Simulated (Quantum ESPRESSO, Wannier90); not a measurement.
## Wannierisation of ZnS (wurtzite)

```
ZnS
1.0
    3.80580     0.00000     0.00000
   -1.90290     3.29592     0.00000
    0.00000     0.00000     6.23798
Zn S
2 2
Direct
  0.33333   0.66667   0.00014
  0.66667   0.33333   0.50014
  0.33333   0.66667   0.37486
  0.66667   0.33333   0.87486
```

Structure: Materials Project mp-560588, symmetrised, not relaxed again. COD (Crystallography Open Database) has the formula in 4 space groups, this one among them (matched by group alone). Level: PBEsol, no spin polarisation, no spin-orbit coupling; pw.x of Quantum ESPRESSO at 68 Ry with PseudoDojo potentials, 12×12×4 k-points, Wannier90. Density: 12×12×6 mesh, cold smearing 0.01 Ry.

Base run: 26 functions from bands 9-48 of the 48 computed, start hydrogen-like Zn: s;p;d; S: s;p, centres 0.05 Å off the atoms, frozen window up to 3.58 eV relative to the valence-band maximum, outer window open. One setting was then changed (edges relative to the valence-band maximum; misfit to pw.x on a path, for states up to 3.1 eV relative to the valence-band maximum).

```csv
run,Ω_I (Å²),rms misfit (meV),worst (meV)
base,21.97,0.7,9.2
changed,21.11,6.0,207
```

**Question.** Which change was made?
A) frozen window to 7.58 eV
B) frozen window to 4.58 eV
C) only the lowest 36 of the kept bands
D) frozen window to 3.08 eV

**Answer.** D, frozen window to 3.08 eV. The others give:

```csv
run,Ω_I (Å²),rms misfit (meV),worst (meV)
frozen window to 7.58 eV,33.67,1.0,12
frozen window to 4.58 eV,24.38,0.9,11
only the lowest 36 of the kept bands,24.57,0.5,4.5
```
